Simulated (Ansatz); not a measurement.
## Ge (diamond): energy over volume and axial ratio

Ge (diamond), conventional cell a = b = c = 5.762 Å, α = β = γ = 90.00°. The calculation uses the primitive cell of 2 atoms, to which meshes and values per cell refer.

Grid over V/V₀ and (c/a)/(c/a)₀, subscript 0 meaning the relaxed cell; the conventional c axis lies along z; no internal relaxation.

The numbers are results of PBE (plane waves to 420 eV, PAW, scalar-relativistic; Ansatz, an electronic-structure program), not measurements. k mesh 14×14×14 (Γ-centred), Fermi-Dirac smearing 0.05 eV. E stands for the smeared free energy. Stress and pressure are positive under compression. With partly filled bands, the response to shear is sensitive to the k mesh, so small differences along c/a are uncertain. Ge was relaxed with its symmetry unable to fall. The PAW data are Ansatz's earlier set. ΔE is measured from the relaxed starting cell.

ΔE (meV/atom), with V/V₀ across and (c/a)/(c/a)₀ down:

```
(c/a)/(c/a)₀ \ V/V₀  0.960  0.980  1.000  1.020  1.040
-------------------  -----  -----  -----  -----  -----
0.920                   28     22     21     22     27
0.960                   13      7      5      7     12
1.000                    8      2      0      2      7
1.040                   13      7      5      7     12
1.080                   29     23     21     23     27
```

P (GPa), with V/V₀ across and (c/a)/(c/a)₀ down:

```
(c/a)/(c/a)₀ \ V/V₀  0.960  0.980  1.000  1.020  1.040
-------------------  -----  -----  -----  -----  -----
0.920                  2.6    1.2    0.0   -1.1   -2.1
0.960                  2.6    1.2    0.0   -1.1   -2.1
1.000                  2.6    1.2    0.0   -1.1   -2.1
1.040                  2.6    1.3    0.0   -1.1   -2.1
1.080                  2.7    1.3    0.0   -1.1   -2.0
```

Summary:

| Item | Result |
|---|---|
| Shear modulus C′ = (C11 − C12)/2 (fit, atoms clamped) | 33 GPa |
| Lowest place on the grid | V/V₀ = 1.000, (c/a)/(c/a)₀ = 1.000 (0 meV/atom) |
| Highest place on the grid | V/V₀ = 0.960, (c/a)/(c/a)₀ = 1.080 (29 meV/atom) |

(Under strain, the slope of the energy per volume gives the stress and its curvature an elastic modulus.)
